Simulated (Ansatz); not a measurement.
P₂Ru in space group Pnnm (No. 58; P on 4g, Ru on 2a) at seven volumes, PBEsol (plane waves, PAW; program Ansatz), shape and atoms relaxed at each. One row is withheld.

```tsv
V (Å³/atom)	P (GPa)
12.998	23.88
13.427	?
13.855	6.68
14.284	0.00
14.712	-5.66
15.141	-10.42
15.570	-14.45
```

**Question.** Fit the shown pressures and predict the withheld one.

**Answer.** Third-order Birch–Murnaghan: P = (3/2)B₀(x^(7/2) − x^(5/2))[1 + (3/4)(B′ − 4)(x − 1)] with x = (V₀/V)^(2/3). Least squares on the six rows gives V₀ = 14.284 Å³/atom, B₀ = 204.1 GPa, B′ = 4.56. At V = 13.427, x = 1.0421 and P = 14.55 GPa. The run itself gave 14.56 GPa.

The first step of the workflow began from a Materials Project structure, measured or hypothetical; the Crystallography Open Database files this formula in space group No. 58, but the cells were not matched. Whether it is the stable phase at ambient conditions was not checked. Symmetry was held in the PBEsol relaxation; whether a distortion lowers the energy is not shown. No spin polarisation was allowed.

Potentials: the later of the program's two PAW sets.
